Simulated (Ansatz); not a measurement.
CsI:
```xyz
2
Lattice="4.5071 0.0000 0.0000 0.0000 4.5071 0.0000 0.0000 0.0000 4.5071" Properties=species:S:1:pos:R:3 pbc="T T T"
Cs     0.0000     0.0000     0.0000
I      2.2536     2.2536     2.2536
```

PBEsol in the plane-wave PAW code Ansatz gives a gap of 3.85 eV without spin–orbit coupling, maximum at M, minimum at Γ.

Task: What happens when spin–orbit coupling is switched on?

Result: The gap decreases by 0.26 eV, to 3.59 eV; maximum at Γ, minimum at Γ.

Task: Give the electron effective mass with spin–orbit coupling.

Result: 0.26 mₑ (isotropic).

Task: Give the hole effective mass with spin–orbit coupling, band 1 of 2 at the edge.

Result: 3.5 along [100], 1.7 along [110], 1.3 along [111] (mₑ).

Task: Give the hole effective mass with spin–orbit coupling, band 2 of 2 at the edge.

Result: 0.39 along [100], 0.45 along [110], 0.48 along [111] (mₑ).

Space group Pm-3m (CsCl type). Symmetry was held in the PBEsol relaxation.

Potentials: the later of the program's two PAW sets.
